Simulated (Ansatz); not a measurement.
## MgH2 (rutile): scan of one atom of the cell

MgH₂ (rutile)

```
MgH2
1.0
    4.51729     0.00000     0.00000
    0.00000     4.51729     0.00000
    0.00000     0.00000     3.01286
Mg H
2 4
Direct
  0.00000   0.00000   0.00000
  0.50000   0.50000   0.50000
  0.30441   0.30441   0.00000
  0.80441   0.19559   0.50000
  0.19559   0.80441   0.50000
  0.69559   0.69559   0.00000
```

In each cell atom 5 (H, nearest neighbour Mg at 1.945 Å; its periodic images, 3.0 Å or more away, move with it) moves by s·(0.707, 0.707, 0.000) (along Cartesian [110]), the rest being held.

Level of theory: PBE (plane waves to 420 eV, PAW, scalar-relativistic; Ansatz, a first-principles code). k mesh 6×6×9 (Γ-centred), Fermi-Dirac smearing 0.05 eV. The energy includes the smearing's −TS. Compression counts positive. F∥ is the force on the atom along that direction. MgH2 was relaxed with its symmetry unable to fall. ΔE is measured from the undisplaced structure.

```tsv
s (Å)	ΔE (meV/cell)	P (GPa)	F∥ (eV/Å)
-0.190	23.3	-0.09	0.248
-0.152	14.8	-0.06	0.197
-0.114	8.3	-0.04	0.146
-0.076	3.7	-0.02	0.097
-0.038	0.9	0.00	0.048
0.000	0.0	0.00	0.000
0.038	0.9	0.00	-0.048
0.076	3.7	-0.02	-0.097
0.114	8.3	-0.04	-0.146
0.152	14.8	-0.06	-0.197
0.190	23.3	-0.09	-0.248
```

What the scan shows:

```
Quantity                                                                                                                                           Result
--------------------------------------------------------  -----------------------------------------------------------------------------------------------
Energy at s = 0.190 Å                                                                                                                       23.3 meV/cell
Force along the line at s = -0.190 Å                                                                                                           0.248 eV/Å
Symmetry of the curve                                                                                                       even: the same for both signs
Shape of the curve                                                                         a single well with its minimum at or next to zero displacement
Force constant k = d²E/ds² at s = 0 (finite differences)                                                                                       1.27 eV/Å²
Harmonic estimate at the end of the scan                  ½ks² = 23.0 meV/cell against the computed 23.3 meV/cell, so the well is close to harmonic there
```

The 11 points together took roughly 80 core-seconds.

(A displaced cell: forces are minus the slopes of the energy, force constants its curvatures, and phonons follow from these.)
